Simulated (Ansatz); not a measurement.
CaO:
```xyz
2
Lattice="0.0000 2.4155 2.4155 2.4155 0.0000 2.4155 2.4155 2.4155 0.0000" Properties=species:S:1:pos:R:3 pbc="T T T"
Ca     0.0000     0.0000     0.0000
O      2.4155     2.4155     2.4155
```

Relaxed with PBE.

### Question
Give the Bader charges and basin volumes of the independent atoms, the program Ansatz at the PBE level (PAW).

### Answer


```csv
atom,Bader charge (e),Bader volume (Å³)
Ca1,+1.48,12.0
O2,-1.48,16.2
```

Space group Fm-3m (rock salt). The PBE relaxation kept the symmetry of its start.

Potentials: the later of the program's two PAW sets.
